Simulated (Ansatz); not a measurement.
A geometry of ZrO2 away from equilibrium: step 2 of the relaxation of a generated trial cell of ZrO2 in the AFLOW prototype A2B_hP9_150_ef_bd (C22, as in Fe2P). All values below come from PBE (plane waves to 420 eV, PAW, scalar-relativistic; Ansatz, a program for electronic structure). Γ-centred k-mesh 5×5×7 on the run's cell (coarser than for final values), Fermi–Dirac smearing 0.05 eV. The plane waves were selected for a different cell earlier on the path.

```yaml
crystal:
  lattice:
    - [5.58511, 0.00000, 0.00000]
    - [-2.79255, 4.83685, 0.00000]
    - [0.00000, 0.00000, 3.38000]
  atoms:
    - { symbol: O, position: [0.26025, 0.00000, 0.00000] }
    - { symbol: O, position: [0.00000, 0.26025, 0.00000] }
    - { symbol: O, position: [0.73975, 0.73975, 0.00000] }
    - { symbol: O, position: [0.59488, 0.00000, 0.50000] }
    - { symbol: O, position: [0.00000, 0.59488, 0.50000] }
    - { symbol: O, position: [0.40512, 0.40512, 0.50000] }
    - { symbol: Zr, position: [0.00000, 0.00000, 0.50000] }
    - { symbol: Zr, position: [0.33333, 0.66667, 0.90198] }
    - { symbol: Zr, position: [0.66667, 0.33333, 0.09802] }
```

### Question
Give the Cartesian forces on all atoms (eV/Å).

### Answer
```tsv
atom	Fx	Fy	Fz
O1	0.11	0.00	0.00
O2	-0.05	0.09	0.00
O3	-0.05	-0.09	0.00
O4	0.23	0.00	0.00
O5	-0.12	0.20	0.00
O6	-0.12	-0.20	0.00
Zr7	0.00	0.00	0.00
Zr8	0.00	0.00	1.23
Zr9	0.00	0.00	-1.23
```

The path ends in P-62m (No. 189) (AFLOW prototype A2B_hP9_189_fg_bc (C22, as in Fe2P)). No spin polarisation in the result.

The run could not lose the symmetry of its start; a randomly shaken copy of 9 atoms returns to this structure.

The end of the path is a generated cell of ZrO2: the first start was made by placing the elements on the sites of a structure type, and the end was not matched to a known phase here, so it may be hypothetical. Known forms of ZrO2 include space group No. 14, 137, 225.
